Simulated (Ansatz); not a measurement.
Ir (diamond, space group No. 227) under volume change, plane-wave PAW PBE (Ansatz code), scaled uniformly.

| V (Å³/atom) | E − E(relaxed) (meV/atom) | P (GPa) |
|---|---|---|
| 19.639 | ___ | ___ |
| 20.286 | 50.7 | 13.34 |
| 20.934 | 11.9 | 6.07 |
| 21.581 | 0.0 | 0.00 |
| 22.229 | 10.6 | -5.07 |
| 22.876 | ___ | ___ |
| 23.523 | 84.8 | -12.82 |

**Question.** Some entries are withheld; supply them.

**Answer.** 
- 19.639, E − E(relaxed) (meV/atom): 121.6
- 19.639, P (GPa): 22.02
- 22.876, E − E(relaxed) (meV/atom): 39.9
- 22.876, P (GPa): -9.30

**Question.** What does a third-order Birch–Murnaghan fit give for V₀, B₀ and B′?

**Answer.** V₀ = 21.58 Å³/atom, B₀ = 184 GPa, B′ = 5.0.

Space group Fd-3m (diamond). The start of the workflow was typed in or built on a structure type; neither database checked (COD, Materials Project) lists it. It is not the phase usual at ambient conditions (space group No. 225). The PBE relaxation kept the symmetry of its start; whether a distortion lowers the energy is not shown. The run is not spin-polarised. Spin–orbit coupling is left out wherever it is not named.

Potentials: the later of the program's two PAW sets.
